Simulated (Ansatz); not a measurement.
Starting cell, PbS (rock salt):

```xyz
2
Lattice="0.0000 3.0045 3.0045 3.0045 0.0000 3.0045 3.0045 3.0045 0.0000" Properties=species:S:1:pos:R:3 pbc="T T T"
S      0.0000     0.0000     0.0000
Pb     3.0045     3.0045     3.0045
```

In this cell atom 2 (Pb, nearest neighbour S at 3.004 Å; its periodic images, 4.2 Å or more away, move with it) is moved by u·(1.000, 0.000, 0.000) + v·(0.000, 1.000, 0.000); the rest is frozen.

These are PBE (plane waves to 420 eV, PAW, scalar-relativistic; Ansatz, a quantum-chemistry and plane-wave program) values and carry that method's errors. k mesh 8×8×8 (Γ-centred), Fermi-Dirac smearing 0.05 eV. The energy includes the smearing's −TS. PbS was relaxed with its symmetry unable to fall. Spin-orbit coupling is left out, though Pb is heavy. The zero of ΔE is the undisplaced structure. Axes are in Å.

**Question.** Predict the ΔE (meV/cell) at all points of the grid u = -0.990, -0.660, -0.330, 0.000, 0.330, 0.660, 0.990 by v = -0.990, -0.660, -0.330, 0.000, 0.330, 0.660, 0.990.

**Answer.** ΔE (meV/cell), with u across and v down:

```
v \ u   -0.990  -0.660  -0.330  0.000  0.330  0.660  0.990
------  ------  ------  ------  -----  -----  -----  -----
-0.990    2946    2525    2747   2920   2747   2525   2946
-0.660    2525    1026     623    559    623   1026   2525
-0.330    2747     623     111     43    111    623   2747
0.000     2920     559      43      0     43    559   2920
0.330     2747     623     111     43    111    623   2747
0.660     2525    1026     623    559    623   1026   2525
0.990     2946    2525    2747   2920   2747   2525   2946
```

(For displaced atoms, the force is minus the slope of the energy, and its curvature is a force constant, which sets phonon frequencies.)
